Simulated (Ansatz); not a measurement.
Input:

ZnO:
```cif
data_O2Zn2
_chemical_formula_sum 'Zn2 O2'
_space_group_name_H-M_alt 'P 1'
_space_group_IT_number 1
_cell_length_a 3.20276
_cell_length_b 3.20276
_cell_length_c 5.84714
_cell_angle_alpha 90.000
_cell_angle_beta 90.000
_cell_angle_gamma 120.000
loop_
_space_group_symop_operation_xyz
  'x, y, z'
loop_
_atom_site_label
_atom_site_type_symbol
_atom_site_fract_x
_atom_site_fract_y
_atom_site_fract_z
_atom_site_occupancy
Zn1 Zn 0.00000 0.00000 0.75000 1
Zn2 Zn 0.00000 0.00000 0.25000 1
O1 O 0.33333 0.66667 0.25000 1
O2 O 0.66667 0.33333 0.75000 1
```

This is the LDA-relaxed structure.

Problem. All from LDA in the plane-wave PAW code Ansatz, unless another level is named. Estimate the electronic dielectric constant ε∞ (DFPT).

Solution. 5.89 (xx = yy), 3.93 (zz).

Problem. And the Born charges (a third of the trace)?

Solution. Zn +2.06, O -2.06 e.

Space group P6_3/mmc. The workflow started from a Materials Project entry (that database holds measured and hypothetical structures alike); the Crystallography Open Database copy checked does not list it. It is not the phase usual at ambient conditions (space group No. 186). The cell was relaxed with LDA under the symmetry of its start; phonons show weakly imaginary modes. A crystal of weakly bound layers computed without a dispersion correction: the cell and the soft elastic constants depend strongly on that.

Potentials: the later of the program's two PAW sets.
